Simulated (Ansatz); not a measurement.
## TlWF₆ (Fm-3m) at 3 levels of theory

One geometry, relaxed with PBE; plane waves with PAW potentials in Ansatz, scalar-relativistic. Collinear spin in the rows PBE; the others have none, so their zero moments are imposed. +U rows take U_eff W 6.20 eV on the d shells. Gaps are the least over mesh and band path; pressure is positive in compression.

```
CELL_PARAMETERS angstrom
0.00000 4.77164 4.77164
4.77164 0.00000 4.77164
4.77164 4.77164 0.00000
ATOMIC_POSITIONS crystal
Tl 0.50000 0.50000 0.50000
W 0.00000 0.00000 0.00000
F 0.79946 0.20054 0.20054
F 0.20054 0.79946 0.79946
F 0.20054 0.79946 0.20054
F 0.79946 0.20054 0.79946
F 0.20054 0.20054 0.79946
F 0.79946 0.79946 0.20054
```

```json
{"level": "PBE", "cutoff (eV)": "420", "k mesh": "8×8×8", "gap (eV)": "0", "pressure (GPa)": "0.0", "largest moment (μB)": "0.44"}
```

Question: What comes out on the same cell with r2SCAN, PBE+U?

Answer:
| level | cutoff (eV) | k mesh | gap (eV) | pressure (GPa) | largest moment (μB) |
| --- | --- | --- | --- | --- | --- |
| r2SCAN | 500 | 8×8×8 | 0 | -1.8 | 0.00 |
| PBE+U | 420 | 8×8×8 | 0 | 0.3 | 0.00 |

Spin-orbit coupling matters for the bands of heavy elements and is left out. Spin polarisation was left out for TlWF6 (a zero moment there is imposed), and a magnetic state may lie lower.

The cell was found from a structure generator's guess, not taken from experiment.
